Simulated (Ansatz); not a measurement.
Task: Cl (molecular I2 type, space group No. 64) is relaxed with plane-wave PAW PBE+D3(BJ) (Ansatz code). What lattice parameters of the conventional cell result?

Result: a = 6.590 Å, b = 4.072 Å, c = 8.091 Å.

Task: Give the free coordinates with the occupied sites.

Result: In one choice of origin and axes:

```
atom  site  symmetry       x       y       z
----  ----  --------  ------  ------  ------
Cl      8f       m..  0.0000  0.3755  0.1089
```

Task: Is it a metal or does it have a gap at this level?

Result: A gap of 2.19 eV, direct.

Space group Cmce (molecular I2 type). Symmetry was held in the PBE+D3(BJ) relaxation. The substance is a gas or liquid at ambient conditions; this is its low-temperature solid.

Potentials: the earlier of the program's two PAW sets.
